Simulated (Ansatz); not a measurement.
Data:

Relaxed AgCl (rock salt):

```yaml
crystal:
  lattice:
    - [0.00000, 5.54504, 5.54504]
    - [2.77252, 0.00000, 2.77252]
    - [2.77252, 2.77252, 0.00000]
  atoms:
    - { symbol: Cl, position: [0.00000, 0.00000, 0.00000] }
    - { symbol: Cl, position: [0.50000, 0.00000, 0.00000] }
    - { symbol: Ag, position: [0.25000, 0.50000, 0.50000] }
    - { symbol: Ag, position: [0.75000, 0.50000, 0.50000] }
```

In each cell atom 1 (Cl, nearest neighbour Ag at 2.773 Å; its periodic images, 3.9 Å or more away, move with it) moves by s·(0.707, 0.707, 0.000) (along Cartesian [110]), the rest being held.

The numbers are results of r2SCAN (plane waves to 500 eV, PAW, scalar-relativistic; Ansatz, a first-principles code), not measurements. k mesh 4×8×8 (Γ-centred), Fermi-Dirac smearing 0.05 eV. The energy includes the smearing's −TS. AgCl was relaxed with its symmetry unable to fall. ΔE is measured from the undisplaced structure.

The scan covers s from -0.830 to 0.830 Å in 11 points.

**Question.** Is this a single well or a double well?

**Answer.** A single well with its minimum at or next to zero displacement.

**Question.** Is the energy the same for equal positive and negative displacements?

**Answer.** Even: the same for both signs. With its periodic images moving along, the atom's site symmetry in this cell is -3m.

**Question.** What force acts on the atom along the line at s = -0.830 Å?

**Answer.** 2.00 eV/Å.

**Question.** What is the energy change at s = 0.830 Å?

**Answer.** 612 meV/cell.

**Question.** What is the force constant k = d²E/ds² of this move at s = 0?

**Answer.** 0.94 eV/Å².

(A displaced cell: forces are minus the slopes of the energy, force constants its curvatures, and phonons follow from these.)
